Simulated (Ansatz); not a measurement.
ZrCu$_{5}$ (space group F-43m)

```xyz
6
Lattice="0.0000 3.3560 3.3560 3.3560 0.0000 3.3560 3.3560 3.3560 0.0000" Properties=species:S:1:pos:R:3 pbc="T T T"
Zr     0.0000     0.0000     0.0000
Cu     1.6780     1.6780     1.6780
Cu     4.1894     4.1894     4.1894
Cu     2.5225     2.5225     4.1894
Cu     2.5225     4.1894     2.5225
Cu     4.1894     2.5225     2.5225
```

The slice is a {100} plane (indices of the conventional cell) through the point (0.624, 0.624, 0.624) (fractional), spanned by u = [100] and v = [0 1 -1] in vectors of this cell: u (4.75 Å) and v (4.75 Å, at 90° to u). It covers one period; positions are fractions (u, v).

All values below come from LDA (plane waves to 420 eV, PAW, scalar-relativistic; Ansatz, a first-principles code). k mesh 12×12×12. Near the nuclei the fields are pseudised (PAW); where an atom keeps semicore shells as valence, they peak there. ZrCu5 is run without spin polarisation. ZrCu5 was relaxed with its symmetry unable to fall.

Three fields on this plane, each scaled to ten steps between its own extremes (0 low, 9 high; the total valence density on a logarithmic scale, the potential cut 8 eV below its top; x marks points blanked near nuclei; v = 0 in the bottom row):

Map A
```
|xxxxxxx867xxxxxxxxxxxxx878xxxxxx|
|xxxxxxx767xxxxxxxxxxxxx767xxxxxx|
|xxxxxxx6568xxxxxxxxxxxx656xxxxxx|
|xxxxxx65456xxxxxxxxxxx64446xxxxx|
|xxxxx7543456xxxxxxxxx6432346xxxx|
|xxxx6533233468xxxxxx542212235xxx|
|66654322222345566654321111123456|
|33332222222223333322111111111223|
|11112222222221111111111111111111|
|00011233443221000000111222111000|
|00012456665421000001123333321100|
|00124689998642100001234555442100|
|001368xxxxx963100012456xxxx54210|
|00247xxxxxxx8421001356xxxxxx5311|
|01259xxxxxxx953101245xxxxxxx6421|
|01359xxxxxxx963101246xxxxxxx6421|
|01259xxxxxxx953101245xxxxxxx6421|
|00247xxxxxxx8421001356xxxxxx5311|
|001368xxxxx963100012456xxxx54210|
|00124689998642100001234555442100|
|00012456665421000001123333321100|
|00011233443221000000111222111000|
|11112222222221111111111111111111|
|33332222222223333322111111111223|
|66654322222345566654321111123456|
|xxxx6533233468xxxxxx542212235xxx|
|xxxxx7543456xxxxxxxxx6432346xxxx|
|xxxxxx65456xxxxxxxxxxx64446xxxxx|
|xxxxxxx6568xxxxxxxxxxxx656xxxxxx|
|xxxxxxx767xxxxxxxxxxxxx767xxxxxx|
|xxxxxxx867xxxxxxxxxxxxx878xxxxxx|
|xxxxxxx878xxxxxxxxxxxxx878xxxxxx|
```

Map B
```
|xxxxxxx454xxxxxxxxxxxxx354xxxxxx|
|xxxxxxx464xxxxxxxxxxxxx454xxxxxx|
|xxxxxxx5753xxxxxxxxxxxx464xxxxxx|
|xxxxxx47875xxxxxxxxxxx25653xxxxx|
|xxxxx4689965xxxxxxxxx2367642xxxx|
|xxxx5689998754xxxxxx235787532xxx|
|34467888888876543223456787754322|
|56677655455677665555677777776555|
|77764322122345677777776656667777|
|76532100000113467887654433456788|
|64210011211001246777542222235777|
|52100245664200025776421111124577|
|410025xxxxx520014665321xxxx23566|
|31004xxxxxxx4100356432xxxxxx3465|
|30016xxxxxxx610025643xxxxxxx3465|
|30016xxxxxxx720025643xxxxxxx3465|
|30016xxxxxxx610025643xxxxxxx3465|
|31004xxxxxxx4100356432xxxxxx3465|
|410025xxxxx520014665321xxxx23566|
|52100245664200025776421111124577|
|64210011211001246777542222235777|
|76532100000113467887654433456788|
|77764322122345677777776656667777|
|56677655455677665555677777776555|
|34467888888876543223456787754322|
|xxxx5689998754xxxxxx235787532xxx|
|xxxxx4689965xxxxxxxxx2367642xxxx|
|xxxxxx47875xxxxxxxxxxx25653xxxxx|
|xxxxxxx5753xxxxxxxxxxxx464xxxxxx|
|xxxxxxx464xxxxxxxxxxxxx454xxxxxx|
|xxxxxxx454xxxxxxxxxxxxx354xxxxxx|
|xxxxxxx354xxxxxxxxxxxxx344xxxxxx|
```

Map C
```
|xxxxxxx243xxxxxxxxxxxxx242xxxxxx|
|xxxxxxx454xxxxxxxxxxxxx353xxxxxx|
|xxxxxxx5651xxxxxxxxxxxx565xxxxxx|
|xxxxxx46764xxxxxxxxxxx46764xxxxx|
|xxxxx3677763xxxxxxxxx3688864xxxx|
|xxxx3567777541xxxxxx468999874xxx|
|33455667776665433356789999987654|
|66666665556666666778899999999877|
|87765443334456778899999999999998|
|87654210001245678999998888889999|
|87542000000013578899877666778998|
|76420000000001467888765434567888|
|653000xxxxx000256777642xxxx46777|
|64100xxxxxxx0014677642xxxxxx4677|
|53000xxxxxxx000356653xxxxxxx3566|
|53000xxxxxxx000356653xxxxxxx3566|
|53000xxxxxxx000356653xxxxxxx3566|
|64100xxxxxxx0014677642xxxxxx4677|
|653000xxxxx000256777642xxxx46777|
|76420000000001467888765434567888|
|87542000000013578899877666778998|
|87654210001245678999998888889999|
|87765443334456778899999999999998|
|66666665556666666778899999999877|
|33455667776665433356789999987654|
|xxxx3567777541xxxxxx468999874xxx|
|xxxxx3677763xxxxxxxxx3688864xxxx|
|xxxxxx46764xxxxxxxxxxx46764xxxxx|
|xxxxxxx5651xxxxxxxxxxxx565xxxxxx|
|xxxxxxx454xxxxxxxxxxxxx353xxxxxx|
|xxxxxxx243xxxxxxxxxxxxx242xxxxxx|
|xxxxxxx242xxxxxxxxxxxxx132xxxxxx|
```

Q: Assign the maps to these fields: electron localisation function (ELF); valence electron density; electrostatic potential energy of an electron, from the cell's mean.

A: A is the valence electron density; B is the electron localisation function (ELF); C is the electrostatic potential energy of an electron, from the cell's mean.
